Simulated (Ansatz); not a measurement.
Structure relaxation, Te2Mo

The start is a generated cell, Te2Mo built in the fluorite structure type. Cell shape, volume and atoms are optimised at zero target pressure with r2SCAN (plane waves to 500 eV, PAW, scalar-relativistic; Ansatz, an electronic-structure program). The first steps use a coarse 6×6×6 k-mesh.

Input geometry:
```yaml
crystal:
  lattice:
    - [0.00000, 3.35363, 3.35363]
    - [3.35363, 0.00000, 3.35363]
    - [3.35363, 3.35363, 0.00000]
  atoms:
    - { symbol: Mo, position: [0.00000, 0.00000, 0.00000] }
    - { symbol: Te, position: [0.25000, 0.25000, 0.25000] }
    - { symbol: Te, position: [0.75000, 0.75000, 0.75000] }
```

Q: What pressure does the first self-consistent step give?

A: -3 GPa (negative: the cell is under tension).

Q: By how much does the energy per atom fall from start to end?

A: 0.01 eV/atom.

Q: How does the volume change?

A: -3.0 %, from 25.15 to 24.39 Å³/atom.

Q: How do the shortest distances between atoms change?

A: The closest pairs of elements (up to four, under 3.6 Å), start → end: Mo–Te 2.90 → 2.87 Å; Te–Te 3.35 → 3.32 Å.

Q: Is the relaxed structure metallic? Give its gap.

A: Zero (metallic).

Q: What does it relax into? Give the structure.

A: 
```cif
data_Mo4Te8
_chemical_formula_sum 'Mo4 Te8'
_space_group_name_H-M_alt 'Fm-3m'
_space_group_IT_number 225
_space_group_name_Hall '-F 4 2 3'
_cell_length_a 6.63937
_cell_length_b 6.63937
_cell_length_c 6.63937
_cell_angle_alpha 90.000
_cell_angle_beta 90.000
_cell_angle_gamma 90.000
loop_
_atom_site_label
_atom_site_type_symbol
_atom_site_symmetry_multiplicity
_atom_site_Wyckoff_symbol
_atom_site_fract_x
_atom_site_fract_y
_atom_site_fract_z
_atom_site_occupancy
Mo1 Mo 4 a 0.00000 0.00000 0.00000 1
Te1 Te 8 c 0.25000 0.25000 0.25000 1
```
(The calculation used a cell of 3 atoms; values per cell refer to that cell.)

The space group stays Fm-3m (No. 225) (the run could not lower it); the end is AFLOW prototype AB2_cF12_225_a_c (C1, as in CaF2), with 3 atoms in the primitive cell. Final values are on a 12×12×12 k-mesh of the relaxed cell. No spin polarisation in the result. A magnetic state may lie lower.

The run could not lower the symmetry of its start; a shaken copy of this end point relaxes with r2SCAN to C2/m (No. 12), 0.10 eV/atom lower.

The relaxed structure here is a generated cell of Te2Mo: the first start was made by placing the elements on the sites of a structure type, and the end was not matched to a known phase here, so it may be hypothetical. Known forms of Te2Mo include space group No. 194.
